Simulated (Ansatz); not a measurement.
input.yaml (Ansatz)

```yaml
crystal:
  lattice:
    - [3.3852361773, 0.0, 0.0]
    - [0.0, 3.3852361773, 0.0]
    - [0.0, 0.0, 3.3852361773]
  atoms:
    - { symbol: Na, position: [0.0, 0.0, 0.0] }
hamiltonian:
  xc: lda
  pseudopotentials:
    kind: paw
    azcp:
      Na: "pseudopotentials/Na.paw.azcp"
basis:
  ecutwfc: 420
  fft_grid_basis: typed
kpoints:
  mp_grid: { grid: [11, 11, 11], shift: [0, 0, 0] }
magnetization:
  spin_polarized: false
scf:
  occupations: { method: fermi_dirac, width: 0.1 }
  lower_state_search: "off"
output:
  stress: true
```

Output

```
Warning: the record states the generating functional pbe (its physics header spells it `PBE`), which answers neither for hamiltonian.xc's functional nor for the lda family's — results may be inconsistent (PPs are generated against a specific XC)
Engine: ansatz 0.2.0, x86_64-unknown-linux-gnu
Pseudopotentials: kind: paw
Pseudopotential: Na, paw, valence charge 9, recommended cutoff 420 eV (normal) 
Functional definition: SPW92
  exchange = slater_x
  correlation = pw_c
Crystal: 1 atoms, lattice volume = 38.794 Å³
Basis set: ecut = 420 eV, 739 PW (Γ)
Bands: 9, of which v1, the nominal top of the filled ones, is band 5 counted from 1 (4 counted from 0)
Symmetry: 48 space group operations
Space group: Pm-3m (ITA 221), of the structure as read, at distance tolerance 3.4e-5 Å
k-points: 56 of 1331
Non-local potential: Na, projectors of the file, l = 0: 3, l = 1: 2, l = 2: 1
PAW form: soft (Blöchl's): semilocal exchange-correlation on the pseudo side does not see the compensation charge
PAW frozen core: Na, regenerated for the run's functional, and the local potential with it (the file was generated under x = pbe(κ = 0.804, μ = 0.2195149727645171), c = pbe(β = 0.06672455060314922))
PAW one-centre angular grid: Na, 110 points (default); XC on 64 Gauss nodes
Initial density: superposition of atomic densities (neutral atoms: chi_scale 0, normalization atom), corrected by the library's trained network
Initial wavefunctions: pseudopotential atomic-orbital guess
Functional: x = slater, c = lda
SCF iter   1: F=—  HF=-1466.491162 eV  |F-HF|=—  |Δ(HF+E_count)|=         —  Δρ=5.22e-3  dr2=4.55e-3  ethr=1.77e-3  ⟨swp⟩=5.1  Hψ=3275  notcnv=0
SCF iter   2: F=—  HF=-1466.487634 eV  |F-HF|=—  |Δ(HF+E_count)|=   3.53e-3  Δρ=1.47e-3  dr2=4.58e-4  ethr=5.06e-5  ⟨swp⟩=2.4  Hψ=1201  notcnv=0
SCF iter   3: F=—  HF=-1466.487560 eV  |F-HF|=—  |Δ(HF+E_count)|=   7.46e-5  Δρ=2.18e-4  dr2=1.55e-5  ethr=5.09e-6  ⟨swp⟩=2.5  Hψ=821  notcnv=0
SCF iter   4: F=—  HF=-1466.487580 eV  |F-HF|=—  |Δ(HF+E_count)|=   2.05e-5  Δρ=4.66e-5  dr2=4.12e-7  ethr=1.72e-7  ⟨swp⟩=2.1  Hψ=738  notcnv=0
iter 5 did not close the SCF: its close was put off for the readings that it lacked (scf_convergence_deferred on its scf_iter line)
SCF iter   5: F=-1466.487580 eV  HF=-1466.487580 eV  |F-HF|=2.85e-9  |Δ(HF+E_count)|=   2.04e-7  Δρ=3.47e-6  dr2=1.90e-9  ethr=4.58e-9  ⟨swp⟩=2.0  Hψ=724  notcnv=0
SCF iter   6: F=-1466.487580 eV  HF=-1466.487580 eV  |F-HF|=2.27e-13  |Δ(HF+E_count)|=   1.47e-9  Δρ=1.63e-7  dr2=5.23e-12  ethr=2.11e-11  ⟨swp⟩=1.0  Hψ=1489  notcnv=0
SCF 1 converged in 6 iterations: F = -1466.487580 eV  dr2 = 5.23e-12
SCF converged after 6 iterations
Free energy (F): -1466.487580 eV
Harris-Foulkes:  -1466.487580 eV  (|F-HF|=2.27e-13)
Internal energy: -1466.470885 eV  (E = F + TS)
E sigma→0 (E₀):  -1466.479233 eV
Entropy (-TS):   -0.016695 eV (-16.695 meV/atom)
Fermi energy:    1.371771 eV
--- Per-component energies (eV) ---
  E_band       = -245.067979
  E_kinetic    = 119.981918
  E_local      = -1472.245070  (includes V_loc(G=0)·N_el)
  E_nonlocal   = 116.617565
  E_hartree    = 539.742534
  E_xc         = -37.231122
  E_vxc        = -48.443085  (∫ρ·V_xc dr)
  E_paw        = -244.687124  (= ΣΔE_a)
  E_vpaw       = -40.464287  (= ΣTr[D̂ρ^β])
  E_aug_tail   = -0.000016  (compensation charges beyond the density's cutoff)
  E_ewald      = -488.790461
  E_core_change = 0.140890  (= ΣΔE_core)
  E_smearing   = -0.016695  (= −TS)
  E_closure    = -0.000000  (closes the sum)
  Σ components = -1466.487580   (vs F -1466.487580, Δ=0.00e0)
--- Stress (GPa, compression-positive) ---
       -0.503252       0.000000      -0.000000
       -0.000000      -0.503252       0.000000
       -0.000000       0.000000      -0.503252
  P = ⅓ Tr σ = -0.5033 GPa (-5.033 kbar)
```

Launched by

```sh
ansatz run input.yaml --threads 2 --pin off --max-ram 5120MiB --backend cpu --events-out ev --progress --plain --runs-dir out
```

On 2 threads of Intel(R) Xeon(R) Platinum 8259CL CPU @ 2.50GHz (Skylake/Cascade Lake) (shared host) this took about 0.67 s of wall time and 1 s of CPU time.
